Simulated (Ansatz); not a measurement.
# SiTe: from a first guess to the relaxed wurtzite type

First guess:

```yaml
crystal:
  lattice:
    - [4.26493, 0.00000, 0.00000]
    - [-2.13246, 3.69354, 0.00000]
    - [0.00000, 0.00000, 6.95183]
  atoms:
    - { symbol: Te, position: [0.33333, 0.66667, 0.00000] }
    - { symbol: Te, position: [0.66667, 0.33333, 0.50000] }
    - { symbol: Si, position: [0.33333, 0.66667, 0.37600] }
    - { symbol: Si, position: [0.66667, 0.33333, 0.87600] }
```

Computed with DFT, PBE, PAW with Ansatz's default frozen-core files, scalar-relativistic (Ansatz 0.2.0).

Cell and atoms relax within the symmetry of the start on a 10×10×6 k mesh with 0.08 eV Fermi–Dirac smearing.

The start is built from a prototype, known or not as a phase of this compound; the cutoff is 420 eV.

Spin–orbit coupling is left out, though it moves levels of the heavy atoms by tenths of an eV or more.

Task: What is the pressure of the first guess?

Result: 11.63 GPa.

Task: What does it relax to?

Result: a = 4.966 Å, b = 4.966 Å, c = 5.955 Å, α = 90.00°, β = 90.00°, γ = 120.00° (conventional cell), 31.79 Å³ per atom:
```xyz
4
Lattice="4.9656 0.0000 0.0000 -2.4828 4.3003 0.0000 0.0000 0.0000 5.9546" Properties=species:S:1:pos:R:3 pbc="T T T"
Te    0.0000    2.8669   -0.2361
Te    2.4828    1.4334    2.7412
Si    0.0000    2.8669    2.4751
Si    2.4828    1.4334    5.4524
```

Task: How much energy does the relaxation release?

Result: 359 meV/atom.
